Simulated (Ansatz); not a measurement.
**MnHg: two-dimensional strain map**

All numbers below come from Ansatz 0.2.0, DFT PBEsol, scalar-relativistic, plane waves, PAW. Cutoff 420 eV, Γ-centred 14×14×14 k-points, Gaussian smearing of 0.15 eV. Spin–orbit coupling is left out, which matters for the heavy elements here. Collinear spins, started from moments 4.2, 0.0 μB in atom order; the magnetic state may not be the lowest. Energies are free energies at this smearing, counted from the undisturbed cell; pressure is positive in compression.

Reference structure (as given, not relaxed at this level; it stands at -3.9 GPa, and it needn't be the usual structure):

```
Mn Hg
1.0
     3.28800    0.00000    0.00000
     0.00000    3.28800    0.00000
     0.00000    0.00000    3.31300
Mn Hg
1 1
Direct
  0.50000 0.50000 0.50000
  0.00000 0.00000 0.00000
```

The cell is strained by p along both x and y and by q along z, fractional coordinates fixed. Points are written (p, q).

Energy above the undisturbed cell in meV/atom (a dash: not computed):

```csv
p \ q,-0.030,-0.015,0.000,0.015,0.030
-0.030,-3.3,-8.1,-10.4,-10.7,-9.2
-0.015,-10.8,–,–,–,–
0.000,-9.1,–,0.0,–,16.5
0.030,16.8,–,39.6,–,68.6
```

Pressure in GPa:

| p \ q | -0.030 | -0.015 | 0.000 | 0.015 | 0.030 |
| --- | --- | --- | --- | --- | --- |
| -0.030 | 4.0 | 2.3 | 0.9 | -0.4 | -1.5 |
| -0.015 | 0.8 | – | – | – | – |
| 0.000 | -1.6 | – | -3.9 | – | -5.9 |
| 0.030 | -5.8 | – | -7.5 | – | -8.8 |